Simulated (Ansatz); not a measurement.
Total density of states per atom from plane-wave PAW r²SCAN (Ansatz code), in 0.25 eV bins, energy from the Fermi level:

```
E (eV) | states/eV/atom
    -7.85 |  0.02
    -7.60 | ## 0.43
    -7.35 | ############################## 7.19
    -7.10 | ### 0.79
    -6.85 | # 0.33
    -6.60 | ## 0.44
    -6.35 | ### 0.63
    -6.10 | ## 0.49
    -5.85 | ## 0.42
    -5.60 | ## 0.51
    -5.35 | ### 0.61
    -5.10 | ## 0.58
    -4.85 | #### 1.00
    -4.60 | ## 0.57
    -4.35 | # 0.35
    -4.10 |  0.05
    -3.85 |  0.03
    -3.60 |  0.04
    -3.35 |  0.08
    -3.10 | # 0.14
    -2.85 | # 0.25
    -2.60 | ## 0.43
    -2.35 | ## 0.49
    -2.10 | ## 0.45
    -1.85 | ### 0.72
    -1.60 | ### 0.77
    -1.35 | ### 0.81
    -1.10 | #### 0.88
    -0.85 | ## 0.49
    -0.60 | ## 0.52
    -0.35 | ## 0.52
    -0.10 | ### 0.61
     0.15 | ## 0.52
     0.40 | ## 0.47
     0.65 | ## 0.38
     0.90 | ## 0.46
     1.15 | ## 0.50
     1.40 | ## 0.39
     1.65 | ## 0.39
     1.90 | ## 0.54
     2.15 | ## 0.48
     2.40 | ## 0.54
     2.65 | ## 0.53
     2.90 | ### 0.62
     3.15 | ### 0.72
     3.40 | ### 0.70
     3.65 | #### 0.84
     3.90 | ### 0.79
     4.15 | ### 0.80
     4.40 | ### 0.71
     4.65 | ### 0.77
```

### Question
Which of these materials gives this?
A) Hf3ZnN, Cmcm (Hf on 8f, Hf on 4c, Zn on 4c, N on 4a)
B) ZnSnN2, Pna2_1 (Zn on 4a, Sn on 4a, N on 4a, N on 4a)
C) N, P4_2/mnm (N on 4f)
D) HoN, rock salt

### Answer
A, Hf3ZnN, Cmcm (Hf on 8f, Hf on 4c, Zn on 4c, N on 4a). Within 0.5 eV of the Fermi level: Hf 5d 84 %, outside the projected shells 8 %. Projections are on Löwdin-orthogonalised atomic valence shells; empty p or d shells of many metals are not among them.

The first step of the workflow began from a Materials Project structure, measured or hypothetical; the Crystallography Open Database copy checked does not list it. Its standing as an ambient phase is unchecked. Symmetry was held in the r²SCAN relaxation; its stability against distortions is not shown here. The run is not spin-polarised. Spin–orbit coupling is left out wherever it is not named.

Potentials: the later of the program's two PAW sets.
